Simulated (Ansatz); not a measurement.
# Relaxing a structure of HfN

The start is a generated cell, HfN placed in the AFLOW prototype AB_oF8_69_a_b (B24, as in TlF). The structure is fully relaxed (lattice and positions, P = 0) with PBE (plane waves to 420 eV, PAW, scalar-relativistic; Ansatz, a program for electronic structure). First-step values are on the input's coarse k-mesh.

Ansatz input (later rounds restart from its end on a renewed k-mesh):
Ansatz 0.2 input:
```yaml
crystal:
  lattice:
    - [0, 2.4305296, 2.6892848]
    - [2.2911999, 0, 2.6892848]
    - [2.2911999, 2.4305296, 0]
  atoms:
    - { symbol: N, position: [0, 0, 0] }
    - { symbol: Hf, position: [0.5, 0.5, 0.5] }
basis: { ecutwfc: 420, ecutrho_ratio: 4, xc_grid: 2, fft_grid_basis: typed }
kpoints: { mp_grid: { grid: [8, 8, 8] } }
hamiltonian:
  xc: pbe
  dispersion: none
  pseudopotentials: { kind: paw }
scf: { occupations: { method: fermi_dirac, width: 0.05 } }
relax: { f_tol: 0.01, max_steps: 100, cell: { stress_tol: 0.02 } }
output: { forces: true, stress: true }
```

| Item | Value |
|---|---|
| Initial pressure | -31 GPa (negative: the cell is under tension) |
| Energy released | 0.49 eV/atom |
| Volume change | -21.5 %, from 14.98 to 11.76 Å³/atom |
| Optimiser moves | 10 |

Final values are on a 18×18×18 k-mesh of the relaxed cell. No spin polarisation in the result. The relaxed primitive cell holds an odd number of electrons. A magnetic state may lie lower.

The run could not lose the symmetry of its start.

All atoms sit on sites fixed by symmetry, so only the cell could relax.
